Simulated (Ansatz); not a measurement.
Relaxed-ion elastic tensor of MgAlNO in space group P3m1 (No. 156; Al on 1b, Mg on 1c, O on 1b, N on 1c) in GPa (Voigt order), PBEsol (plane waves, PAW; program Ansatz); density 3.03 g/cm³, 11.13 Å³ per atom.

```
 278   113  97.9  -0.2   0.0   0.0
 113   278  97.9   0.2   0.0   0.0
97.9  97.9   235   0.0   0.0   0.0
-0.2   0.2   0.0  63.3   0.0   0.0
 0.0   0.0   0.0   0.0  63.3  -0.2
 0.0   0.0   0.0   0.0  -0.2  82.5
```

Question: Is the crystal mechanically stable?

Answer: Yes: the smallest eigenvalue of C is 63.3 GPa.

Question: Work out the Voigt, Reuss and Hill averages.

Answer: K_V = 156, K_R = 155, K_H = 156; G_V = 73.9, G_R = 72.7, G_H = 73.3 GPa.

Question: Give Young's modulus, Poisson's ratio, Pugh's ratio and the universal anisotropy index.

Answer: E = 9KG/(3K + G) = 190 GPa; ν = 0.30; K/G = 2.12 (ductile by the Pugh limit of 1.75); A_U = 5G_V/G_R + K_V/K_R − 6 = 0.10.

Question: Estimate the sound speeds and the Debye temperature.

Answer: v_l = √((K + 4G/3)/ρ) = 9140 m/s, v_t = √(G/ρ) = 4920 m/s, mean 5490 m/s; Θ = (h/k)(3n/4πV)^(1/3) v_m = 732 K.

Question: How much does each axis shrink under pressure?

Answer: Linear compressibilities β_i = Σ_j S_ij (j = 1 to 3): x 1.9, y 1.9, z 2.7 per TPa.

The start of the workflow was typed in or built on a structure type; neither database checked (COD, Materials Project) lists it. Whether it is the stable phase at ambient conditions was not checked. The cell was relaxed with PBEsol under the symmetry of its start; whether a distortion lowers the energy is not shown. The volume moved by -22 % from the start of the relaxation.

Potentials: the earlier of the program's two PAW sets. The files were generated under PBE; for other functionals the program regenerates the frozen cores, and for LDA and PBEsol the local potential too.
